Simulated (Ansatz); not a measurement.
Consider the following.

Al2Ru:
```xyz
3
Lattice="-1.5609 1.5609 4.2224 1.5609 -1.5609 4.2224 1.5609 1.5609 -4.2224" Properties=species:S:1:pos:R:3 pbc="T T T"
Al     0.0000     0.0000     5.5659
Al     0.0000     0.0000     2.8789
Ru     0.0000     0.0000     0.0000
```

This is the r²SCAN-relaxed structure.

All from the program Ansatz at the r²SCAN level (PAW), unless another level is named. Predict the HSE06 gap on the r²SCAN cell.

0.49 eV (a hybrid on a coarse mesh can open a false gap in a semimetal).

Predict the formation energy from the elements (no fitted shifts).

-0.75 eV/atom.

And the gap with spin–orbit coupling?

none (metallic).

Space group I4/mmm (MoSi2 or CaC2 type). The workflow started from a Materials Project entry (that database holds measured and hypothetical structures alike); the Crystallography Open Database copy checked does not list it. With Al and Ru taken as one species the cell has the higher symmetry I4/mmm, so it may be an ordered model of a mixed-site phase. Its standing as an ambient phase is unchecked. The r²SCAN relaxation kept the symmetry of its start; of distortions, only those at the zone centre were tested. The run is not spin-polarised. The references are the lowest solids computed at this level, not always the standard phases. Spin–orbit coupling is left out wherever it is not named.

Potentials: the later of the program's two PAW sets.
